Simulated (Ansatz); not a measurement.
**Run record: elastic constants by finite strains of GaN (F-43m)**

Level of theory: LDA, PAW on Ansatz 0.2.0's default frozen-core files (fitted under PBE), scalar-relativistic.

Cell and atoms were relaxed beforehand by PAW with this functional.

The structure is one entry of a database and needn't be the stable phase.

Command:

```sh
ansatz run input.yaml --threads 1 --pin off --max-ram 2560MiB --backend cpu --events-out ev --progress --plain --runs-dir out
```

Input:

```yaml
crystal:
  lattice:
    - [0.0, 2.22770524019, 2.22770524019]
    - [2.22770524019, 0.0, 2.22770524019]
    - [2.22770524019, 2.22770524019, 0.0]
  atoms:
    - { symbol: Ga, position: [0.0, 0.0, 0.0] }
    - { symbol: "N", position: [0.25, 0.25, 0.25] }
kpoints:
  mp_grid: { grid: [8, 8, 8] }
scf:
  occupations: { method: fixed }
hamiltonian:
  xc: lda
  pseudopotentials: { kind: paw }
elastic:
  mode: relaxed_ion
  stencil: two_point
  amplitude: 0.003
```

Output:

```
Warning: RAYON_NUM_THREADS=1 ignored (pool sized by the plan → 1); use --threads N
Engine: ansatz 0.2.0, aarch64-unknown-linux-gnu
Pseudopotentials: kind: paw
Pseudopotential: Ga, paw, valence charge 13, recommended cutoff 420 eV (normal), Ga.paw.azcp
Pseudopotential: N, paw, valence charge 5, recommended cutoff 420 eV (normal), N.paw.azcp
Functional definition: SPW92
  exchange = slater_x
  correlation = pw_c
Crystal: 2 atoms, lattice volume = 22.111 Å³
Basis set: ecut = 420 eV, 411 PW (Γ)
Bands: 13, of which v1, the nominal top of the filled ones, is band 9 counted from 1 (8 counted from 0)
Symmetry: 24 space group operations
Space group: F-43m (ITA 216), of the structure as read, at distance tolerance 2.8e-5 Å
k-points: 29 of 512 (time reversal used)
Non-local potential: Ga, projectors of the file, l = 0: 2, l = 1: 2, l = 2: 3, l = 3: 1
Non-local potential: N, projectors of the file, l = 0: 2, l = 1: 2, l = 2: 1
PAW form: soft (Blöchl's): semilocal exchange-correlation on the pseudo side does not see the compensation charge
[... 149 lines left out ...]
  C = ∂σ_k/∂η_j (tension-positive GPa; Voigt order 11 22 33 23 13 12):
       290.518    159.330    159.330      0.000      0.000     -0.000
       159.330    290.518    159.330      0.000      0.000     -0.000
       159.330    159.330    290.518      0.000      0.000     -0.000
        -0.000     -0.000     -0.000    161.521      0.000      0.000
         0.000      0.000      0.000     -0.000    161.521      0.000
         0.000     -0.000      0.000      0.000      0.000    161.521
  reference stress σ⁰ (GPa):      0.016      0.016      0.016     -0.000      0.000     -0.000
  C* (energy form; C + prestress term) asymmetry max|C*_kj − C*_jk| = 2.842e-14 GPa — a small one proves nothing (zero by symmetry where the batch's group is 432, −43m or m−3m); a large one is finite-difference/SCF noise where ...
  moduli (Voigt/Reuss/Hill, GPa): K = 203.06/203.06/203.06   G = 123.15/101.91/112.53   E = 284.95   ν = 0.266
  mechanically stable: yes (min eigenvalue of sym C = 131.19 GPa)
  strain η (Voigt 11):  stress-route row diagonal C_11 = 290.52 GPa, energy-path curvature d²(F+E_count+ΔE)/dδ²/Ω₀ = 289.02 GPa
         δ    σ_11 (GPa)             F (eV)   n_scf  n_hpsi   n_pw
    -3.000e-3      -0.8572       -4082.0828881       8   14788    445   relax 0 steps, max|allowed force component| 5.55e-17 eV/Å
     3.000e-3       0.8859       -4082.0828098       6   11882    445   relax 0 steps, max|allowed force component| 5.55e-17 eV/Å
  strain η (Voigt 23):  stress-route row diagonal C_44 = 161.52 GPa, energy-path curvature d²(F+E_count+ΔE)/dδ²/Ω₀ = 160.53 GPa
         δ    σ_23 (GPa)             F (eV)   n_scf  n_hpsi   n_pw
    -3.000e-3      -0.4846       -4082.0828983       2   11648    445   relax 3 steps, max|allowed force component| 3.52e-7 eV/Å
     3.000e-3       0.4846       -4082.0828983       2   11719    445   relax 2 steps, max|allowed force component| 1.98e-7 eV/Å
```

The calculation finished and met its thresholds.

Elastic constants:

Elastic constants of a crystal by Kohn-Sham DFT: slopes of the stress over finite engineering strains of the given cell, Voigt indices, Cartesian axes as in the input.

```json
{"Pressure at rest": "-0.016 GPa", "Least elastic eigenvalue": "131.2 GPa", "Elastically stable": "yes"}
```

| index | elastic (GPa) |
| --- | --- |
| 11 | 290.5 |
| 12 | 159.3 |
| 44 | 161.5 |

**Strained cells**

Stress of each strained cell less that at rest, tension positive.

```csv
strain component,strain,stress xx (GPa),stress yy (GPa),stress zz (GPa),stress yz (GPa),stress xz (GPa),stress xy (GPa),relaxation steps
xx,-0.003,-0.8735,-0.4833,-0.4833,0,0,0,0
xx,0.003,0.8696,0.4726,0.4726,0,0,0,0
yz,-0.003,0.0009,-0.0005,-0.0005,-0.4846,0,0,3
yz,0.003,0.0009,-0.0005,-0.0005,0.4846,0,0,2
```

### Elastic moduli

Hill averages of a grain aggregate, Debye temperature from the mean sound speed over directions.

| Quantity | Value |
| --- | --- |
| Bulk modulus | 203.1 GPa |
| Shear modulus | 112.5 GPa |
| Young modulus | 284.9 GPa |
| Poisson ratio | 0.2661 |
| Bulk over shear modulus | 1.805 |
| Elastic anisotropy index | 1.042 |
| Least young modulus | 177.7 GPa |
| Largest young modulus | 383 GPa |
| Longitudinal sound speed | 7493 m/s |
| Transverse sound speed | 4230 m/s |
| Elastic debye temperature | 619.4 K |
| Linear compressibility (x, y, z) | 1.642, 1.642, 1.642 1/TPa |
| Zener ratio | 2.462 |
| Cauchy pressure | -2.19 GPa |

Limits of these numbers: frozen-core PAW files fitted under PBE, their cores solved anew for the functional of the run; constants at zero field, no piezoelectric stiffening; this zinc-blende form is metastable at ambient conditions.

Cost: 23 s on 1 thread of Arm Neoverse V1 (shared host), peak memory 0.32 GiB.
